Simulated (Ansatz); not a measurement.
An Ansatz input and the part of its output that reports the observables at the nuclei.

The start is a structure deposited in the COD.

```yaml
crystal:
  lattice:
    - [3.1942, 0.0, 0.0]
    - [0.0, 3.1942, 0.0]
    - [0.0, 0.0, 8.054]
  atoms:
    - { symbol: Ga, position: [0.5, 0.0, 0.9146] }
    - { symbol: Ga, position: [0.0, 0.5, 0.0854] }
    - { symbol: Si, position: [0.0, 0.5, 0.4152] }
    - { symbol: Si, position: [0.5, 0.0, 0.5848] }
    - { symbol: Re, position: [0.0, 0.5, 0.73063] }
    - { symbol: Re, position: [0.5, 0.0, 0.26937] }
kpoints:
  mp_grid: { grid: [10, 10, 4] }
scf:
  occupations: { method: fermi_dirac, width: 0.05 }
hamiltonian:
  xc: pbe
  pseudopotentials: { kind: paw }
output:
  forces: true
  stress: true
  populations: true
  efg:
    quadrupole_moments_barn: { Ga: 0.107, Re: 2.18 }
    contact_densities: true
  write_density: true
  write_potential: true
  elf: true
  volumetric_format: npy
relax:
  f_tol: 0.02
  max_steps: 60
```

```sh
ansatz run input.yaml --threads 1 --pin off --max-ram 3072MiB --backend cpu --events-out ev --progress --plain --runs-dir out
```

The run relaxes the ions first, and the block belongs to the relaxed positions.

Of the output, the block on the nuclei alone is shown; the set-up, the SCF iterations, energies, forces and stress are cut.

```
--- PAW observables at the nuclei: V_zz in 10²¹ V/m², potentials from the cell's mean, atoms counted from 1 ---
  atom   1  Ga V_zz =    -3.042364   η = 0.0000   by run symmetry: allowed   C_q = -7.8714 MHz
            electrostatic potential = -4142.637568 V   contact ρ = 187417.953030 e/Å³
  atom   2  Ga V_zz =    -3.042364   η = 0.0000   by run symmetry: allowed   C_q = -7.8714 MHz
            electrostatic potential = -4142.637568 V   contact ρ = 187417.953030 e/Å³
  atom   3  Si V_zz =    -1.584020   η = 0.0000   by run symmetry: allowed
            electrostatic potential = -1371.345760 V   contact ρ = 12809.185427 e/Å³
  atom   4  Si V_zz =    -1.584020   η = 0.0000   by run symmetry: allowed
            electrostatic potential = -1371.345760 V   contact ρ = 12809.185427 e/Å³
  atom   5  Re V_zz =   -19.111502   η = 0.0000   by run symmetry: allowed   C_q = -1007.4087 MHz
            electrostatic potential = -15134.418881 V   contact ρ = 9543380.182091 e/Å³
  atom   6  Re V_zz =   -19.111502   η = 0.0000   by run symmetry: allowed   C_q = -1007.4087 MHz
            electrostatic potential = -15134.418881 V   contact ρ = 9543380.182091 e/Å³
```

The relaxation (4 steps) took 41 s of wall time (41 s of CPU time) and 0.54 GiB at its peak, on 1 thread of Arm Neoverse V2 (aarch64; 32 cores open to the job, memory cap 3.0 GiB, no GPU), a shared host with a load of 0.4 a core.

Spin–orbit coupling is left out, which shifts gradients on Re by a few per cent in wide-gap crystals, and can shift them far more where the calculated gap is small or absent, as here. With a gap of 0.16 eV under a smearing of 0.05 eV the band edges are partly filled, so small gradients can hang on the smearing and the k-mesh.
